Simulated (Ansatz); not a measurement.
Al2Pt (fluorite or antifluorite type) was relaxed and computed twice in Ansatz (plane waves, PAW), once with PBE and once with r²SCAN.

|  | run 1 | run 2 |
|---|---|---|
| cell | a = 5.9041 Å, b = 5.9041 Å, c = 5.9041 Å, α = 90.00°, β = 90.00°, γ = 90.00° | a = b = c = 5.9460 Å, α = β = γ = 90.00° |
| ΔH_f (eV/atom) | -0.97 | -0.88 |

### Question
Which run used which functional?

### Answer
Run 1 is r²SCAN, run 2 is PBE.

All cells were relaxed under the symmetry of their starts (and spin orders); stability against distortions was not tested throughout. Rows with no word on spin ran without spin polarisation. Spin–orbit coupling is left out wherever it is not named.

Potentials: the later of the program's two PAW sets.

Ansatz (a first-principles code) is a plane-wave DFT program.

Formation energies count from the lowest solids of the elements computed at the same level, not from gases.
